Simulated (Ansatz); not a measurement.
Ba₂NF:
```cif
data_Ba2FN
_chemical_formula_sum 'Ba2 N1 F1'
_space_group_name_H-M_alt 'P 1'
_space_group_IT_number 1
_cell_length_a 7.02757
_cell_length_b 7.02757
_cell_length_c 7.02757
_cell_angle_alpha 33.023
_cell_angle_beta 33.023
_cell_angle_gamma 33.023
loop_
_space_group_symop_operation_xyz
  'x, y, z'
loop_
_atom_site_label
_atom_site_type_symbol
_atom_site_fract_x
_atom_site_fract_y
_atom_site_fract_z
_atom_site_occupancy
Ba1 Ba 0.75781 0.75781 0.75781 1
Ba2 Ba 0.24219 0.24219 0.24219 1
N1 N 0.50000 0.50000 0.50000 1
F1 F 0.00000 0.00000 0.00000 1
```

Relaxed with r²SCAN.

Problem. Tabulate the valence density and the electron localisation function along the shortest Ba–N contact (2.75 Å), r²SCAN in the plane-wave PAW code Ansatz.

Solution. 

```
distance from Ba (Å)  density (e/Å³)   ELF
--------------------  --------------  ----
0.28                            0.54  0.01
0.41                            0.93  0.20
0.55                            1.27  0.59
0.69                            1.36  0.79
0.83                            1.17  0.84
0.96                            0.84  0.79
1.10                            0.54  0.61
1.24                            0.34  0.30
1.38                            0.26  0.15
1.51                            0.25  0.18
1.65                            0.31  0.39
1.79                            0.44  0.65
1.93                            0.69  0.78
2.07                            1.13  0.82
2.20                            1.85  0.80
2.34                            2.75  0.67
2.48                            3.36  0.38
```

The density is the valence pseudo-density with augmentation charge, so density and ELF within about 1 Å of a nucleus are not all-electron values.

Space group R-3m. The first step of the workflow began from a Materials Project structure, measured or hypothetical; the Crystallography Open Database copy checked does not list it. Whether it is the stable phase at ambient conditions was not checked. The r²SCAN relaxation kept the symmetry of its start; its stability against distortions is not shown here. Spin–orbit coupling is left out wherever it is not named.

Potentials: the later of the program's two PAW sets.
